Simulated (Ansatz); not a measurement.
Data:

YP5:
Space group P2₁/m (No. 11); a = 4.8142 Å, b = 9.2900 Å, c = 5.2600 Å, α = 90.00°, β = 103.12°, γ = 90.00°

```csv
atom,site,symmetry,x,y,z
Y,2e,m,0.0096,0.7500,0.3502
P,2e,m,0.7324,0.2500,0.1026
P,4f,1,0.3807,0.0932,0.0399
P,4f,1,0.2806,0.0311,0.4040
```

This is the LDA-relaxed structure.

Question: All from the program Ansatz at the LDA level (PAW), unless another level is named. Give the electronic character.

Answer: no gap, with almost no states at the Fermi level (zero-gap or semimetallic).

Question: Predict the formation energy from the elements (no fitted shifts).

Answer: -0.60 eV/atom.

Space group P2_1/m. The workflow started from a Materials Project entry (that database holds measured and hypothetical structures alike); the Crystallography Open Database copy checked does not list it. Whether it is the stable phase at ambient conditions was not checked. The LDA relaxation kept the symmetry of its start; whether a distortion lowers the energy is not shown. The run is not spin-polarised. A small band overlap can be real or an error of a semilocal functional. The references are the lowest solids computed at this level, not always the standard phases. Spin–orbit coupling is left out wherever it is not named.

Potentials: the later of the program's two PAW sets.
